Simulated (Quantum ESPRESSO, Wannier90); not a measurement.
Tight-binding from DFT: RbBr (CsCl type)

Cell from Materials Project (mp-23303), symmetrised, no further relaxation. Not found in the COD (Crystallography Open Database) copy used, which has the formula in other groups; not checked further. Method: LDA plane waves in Quantum ESPRESSO 7.5 (PseudoDojo norm-conserving files, 36 Ry, no spin polarisation, no spin-orbit coupling), Bloch states on a 8×8×8 mesh through Γ, Wannier90 4.0.1. Density: 8×8×8 mesh, cold smearing 0.01 Ry. Spin-orbit coupling, left out, would split the p-like bands by a few tenths of an eV.

```
begin unit_cell_cart
ang
    4.1260800000    0.0000000000    0.0000000000
    0.0000000000    4.1260800000    0.0000000000
    0.0000000000    0.0000000000    4.1260800000
end unit_cell_cart
mp_grid = 8 8 8
```

Neighbour vectors b of the finite-difference formula (Å⁻¹), by shell:

```tsv
shell	b_x	b_y	b_z
1	0.00000	0.00000	0.19035
1	0.00000	0.19035	0.00000
1	0.19035	0.00000	0.00000
1	0.00000	0.00000	-0.19035
1	0.00000	-0.19035	0.00000
1	-0.19035	0.00000	0.00000
```

Question: Find the weights w_b from the completeness condition Σ_b w_b b_α b_β = δ_αβ.

Answer: Shell 1: Σ b_x² = 0.072, Σ b_y² = 0.072, Σ b_z² = 0.072 Å⁻²
Each of the three diagonal sums, weighted, has to give 1 and the off-diagonal ones 0, which holds for w_1 = 13.8 Å². Check on xx: 13.80×0.072 = 0.99.

On this mesh the 4 functions of bands 2,6-8 (valence bands; start: SCDM (isolated), conv_tol = 1.0e-6) end with spreads 1.5546, 1.5556, 1.5593, 1.5595 Å², Ω_I = 5.3530 Å² and Ω_D = 0.0002 Å².

Ω_total is the sum of the spreads, 6.229 Å². Ω_OD = Ω_total − Ω_I − Ω_D = 0.876 Å². Only (Ω_D + Ω_OD)/Ω_total = 14.1 % depends on the gauge, and another start could lower the total by that share at most. The rms radius is √(Ω_total/4) = 1.25 Å.
